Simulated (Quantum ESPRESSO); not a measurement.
# Kohn-Sham bands of CsPbCl3 (R32)

```yaml
crystal:
  lattice:
    - [4.00316, 2.31122, 3.29556]
    - [-4.00316, 2.31122, 3.29556]
    - [0.00000, -4.62245, 3.29556]
  atoms:
    - { symbol: Cs, position: [0.50000, 0.50000, 0.50000] }
    - { symbol: Pb, position: [0.00000, 0.00000, 0.00000] }
    - { symbol: Cl, position: [0.50000, 0.01860, 0.98140] }
    - { symbol: Cl, position: [0.98140, 0.50000, 0.01860] }
    - { symbol: Cl, position: [0.01860, 0.98140, 0.50000] }
```

Cell from Materials Project (mp-675022), symmetrised, no further relaxation. Not found in the COD (Crystallography Open Database) copy used, which has the formula in other groups; not checked further. Method: PBEsol plane waves in Quantum ESPRESSO 7.5 (PseudoDojo norm-conserving files, 50 Ry, no spin polarisation, no spin-orbit coupling), Bloch states on a 6×6×6 mesh through Γ, Wannier90 4.0.1. Density: 6×6×6 mesh, cold smearing 0.01 Ry. Spin-orbit coupling is left out although heavy elements are present.

Energies are relative to the valence-band maximum; weights are on the orthonormalised atomic waves of the pseudopotential files, averaged over the group. 44 electrons a cell are treated as valence.

```json
[
 {"bands": "1", "from (eV)": "-21.08", "to (eV)": "-21.07", "filling": "filled", "weight on atomic waves": "[?]"},
 {"bands": "2–6", "from (eV)": "-16.52", "to (eV)": "-16.33", "filling": "filled", "weight on atomic waves": "[?]"},
 {"bands": "7–9", "from (eV)": "-14.72", "to (eV)": "-13.94", "filling": "filled", "weight on atomic waves": "[?]"},
 {"bands": "10–13", "from (eV)": "-8.72", "to (eV)": "-6.56", "filling": "filled", "weight on atomic waves": "[?]"},
 {"bands": "14–22", "from (eV)": "-4.28", "to (eV)": "0.00", "filling": "filled", "weight on atomic waves": "[?]"}
]
```

**Question.** Which atomic shells make up each group?

**Answer.** 
- 1, weight on atomic waves: Cs 5s 100 %
- 2–6, weight on atomic waves: Pb 5d 98 %
- 7–9, weight on atomic waves: Cl 3s 89 %, Pb 6p 5 %
- 10–13, weight on atomic waves: Cs 5p 74 %, Pb 6s 18 %, Cl 3p 6 %
- 14–22, weight on atomic waves: Cl 3p 89 %, Pb 6p 6 %

The Kohn-Sham gap over both meshes and the path is 2.01 eV.
